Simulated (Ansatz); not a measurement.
This run works on a generated trial structure, not on a known crystal.

Input and command of a plane-wave DFT calculation in Ansatz:

```yaml
crystal:
  lattice:
    - [4.68014848, 0.0, 0.0]
    - [-2.34007424, 4.05312748, 0.0]
    - [0.0, 0.0, 10.30871753]
  atoms:
    - { symbol: In, position: [0.0, 0.0, 0.32042565] }
    - { symbol: In, position: [0.0, 0.0, 0.67957435] }
    - { symbol: In, position: [0.33333333, 0.66666667, 0.0] }
    - { symbol: In, position: [0.66666667, 0.33333333, 0.0] }
    - { symbol: Si, position: [0.33333333, 0.66666667, 0.5] }
    - { symbol: Si, position: [0.66666667, 0.33333333, 0.5] }
    - { symbol: H, position: [0.0, 0.0, 0.5] }
    - { symbol: H, position: [0.5, 0.0, 0.5] }
    - { symbol: H, position: [0.0, 0.5, 0.5] }
    - { symbol: H, position: [0.5, 0.5, 0.5] }
basis:
  ecutwfc: 420
kpoints:
  mp_grid: { grid: [3, 3, 2] }
hamiltonian:
  xc: pbe
scf:
  occupations: { method: gaussian, width: 0.15 }
  lower_state_search: "off"
output:
  forces: true
  stress: true
  eigenvalues: true
relax:
  adjacent_minimum: "off"
  f_tol: 0.08
  max_steps: 16
  cell: { stress_tol: 0.8 }
```

```bash
ansatz run input.yaml --threads 1 --pin off --max-ram 2560MiB --backend cpu --events-out ev --progress --plain --runs-dir out
```

Processor: Arm Neoverse V1, 1 thread, on a host shared with other jobs.

Estimate time, memory and problem size.

About 64 s, peak memory 0.43 GiB. It solves 42 bands at 6 k points (after reduction by symmetry) with about 3513 plane waves (on the last cell), in 115 SCF iterations over 17 ionic steps, the closing evaluation included.
